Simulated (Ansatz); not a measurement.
# Energy landscape near a Rb structure

The calculation used Ansatz 0.2.0, DFT PBEsol, scalar-relativistic, plane waves, PAW.

Settings: cutoff 420 eV, Γ-centred mesh 10×10×10 on the computed 1-atom cell, Gaussian smearing of 0.10 eV; no spin polarisation.

Reference cell:

```yaml
crystal:
  lattice:
    - [-2.80600, 2.80600, 2.80600]
    - [2.80600, -2.80600, 2.80600]
    - [2.80600, 2.80600, -2.80600]
  atoms:
    - { symbol: Rb, position: [0.00000, 0.00000, 0.00000] }
```

Each variant moves atoms of this cell by the vectors given, if any (Å), and then applies a symmetric strain (tensor components, Cartesian axes). The reference cell isn't relaxed at this level. Energies are per atom at zero smearing, counted from the lowest variant. Pressure is positive in compression.

1. strain (xx yy zz yz xz xy, %) 1.87 1.87 1.87 0.00 0.00 0.00
2. strain (xx yy zz yz xz xy, %) 5.71 2.69 5.68 -1.93 -0.12 -1.32
3. strain (xx yy zz yz xz xy, %) -1.70 -1.70 -1.70 0.00 0.00 0.00
4. strain (xx yy zz yz xz xy, %) 2.03 2.03 2.03 0.00 0.00 0.00
5. strain (xx yy zz yz xz xy, %) 0.02 4.40 0.02 -3.36 6.00 3.36

| variant | ΔE (meV/atom) | P (GPa) | largest force (eV/Å) | gap on mesh (eV) | space group |
| --- | --- | --- | --- | --- | --- |
| 1 | 3.7 | -0.20 | 0.00 | 0 | Im-3m |
| 2 | ? | ? | ? | ? | ? |
| 3 | 0.0 | 0.09 | 0.00 | 0 | Im-3m |
| 4 | 4.2 | -0.21 | 0.00 | 0 | Im-3m |
| 5 | 12.5 | -0.14 | 0.00 | 0 | C2/m |

Q: Give the withheld rows.

A:
```json
{"variant": "2", "ΔE (meV/atom)": "17.9", "P (GPa)": "-0.34", "largest force (eV/Å)": "0.00", "gap on mesh (eV)": "0", "space group": "P-1"}
```